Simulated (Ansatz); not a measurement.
ZnS:
```yaml
crystal:
  lattice:
    - [3.73838, 0.00000, 0.00000]
    - [-1.86919, 3.23753, 0.00000]
    - [0.00000, 0.00000, 6.14288]
  atoms:
    - { symbol: Zn, position: [0.66667, 0.33333, 0.99954] }
    - { symbol: Zn, position: [0.33333, 0.66667, 0.49954] }
    - { symbol: S, position: [0.66667, 0.33333, 0.62566] }
    - { symbol: S, position: [0.33333, 0.66667, 0.12566] }
```

Tensor components refer to the Cartesian frame of this cell.

Problem. Give the proper piezoelectric stress tensor with relaxed ions from LDA in the plane-wave PAW code Ansatz.

Solution. In C/m², rows x, y, z, Voigt columns; mesh uncertainty up to 0.00.
```
 0.00   0.00   0.00   0.00   0.11   0.00
 0.00   0.00   0.00   0.11   0.00   0.00
 0.17   0.17  -0.19   0.00   0.00   0.00
```

The elastic tensor of the same run (GPa):

```
 137  65.6  51.1   0.0   0.0   0.0
65.6   137  51.1   0.0   0.0   0.0
51.1  51.1   164   0.0   0.0   0.0
 0.0   0.0   0.0  30.5   0.0   0.0
 0.0   0.0   0.0   0.0  30.5   0.0
 0.0   0.0   0.0   0.0   0.0  35.9
```

Problem. Convert to strain constants d = e·S.

Solution. In pC/N:
```
 0.0   0.0   0.0   0.0   3.6   0.0
 0.0   0.0   0.0   3.6   0.0   0.0
 1.3   1.3  -2.0   0.0   0.0   0.0
```

Space group P6_3mc (wurtzite). Symmetry was held in the LDA relaxation; phonons on a q-mesh show no instability.

Potentials: the later of the program's two PAW sets.
